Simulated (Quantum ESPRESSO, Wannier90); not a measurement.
## TiN (rock salt), plane waves to Wannier functions

```
CELL_PARAMETERS angstrom
      0.00000     2.12062     2.12062
      2.12062     0.00000     2.12062
      2.12062     2.12062     0.00000
ATOMIC_POSITIONS crystal
  Ti 0.00000 0.00000 0.00000
  N  0.50000 0.50000 0.50000
```

Materials Project entry mp-492; symmetrised, unrelaxed at this level. COD (Crystallography Open Database) has an entry of this formula and space group (matched by these alone). Level: PBEsol, no spin polarisation, no spin-orbit coupling; pw.x of Quantum ESPRESSO at 68 Ry with PseudoDojo potentials, 12×12×12 k-points, Wannier90. Density: 12×12×12 mesh, cold smearing 0.01 Ry. A non-magnetic state is assumed, with no Hubbard U on the 3d ions.

Base run: 8 functions from bands 6-22 of the 22 computed, start hydrogen-like Ti: d; N: p, frozen window up to 1.50 eV relative to the Fermi level, outer window open. One setting was then changed (edges relative to the Fermi level; misfit to pw.x on a path, for states up to 1.0 eV relative to the Fermi level).

```tsv
run	Ω_I (Å²)	rms misfit (meV)	worst (meV)
base	6.78	1.0	8.5
changed	7.59	0.4	3.4
```

Question: Which change was made?
A) only the lowest 10 of the kept bands
B) outer window to 7.84 eV
C) frozen window to 2.50 eV
D) no frozen window
E) frozen window to 0.50 eV

Answer: B, outer window to 7.84 eV. The others give:

```csv
run,Ω_I (Å²),rms misfit (meV),worst (meV)
frozen window to 0.50 eV,6.57,42,257
frozen window to 2.50 eV,6.93,0.8,5.6
no frozen window,4.49,2556,4792
only the lowest 10 of the kept bands,7.02,0.8,6.3
```
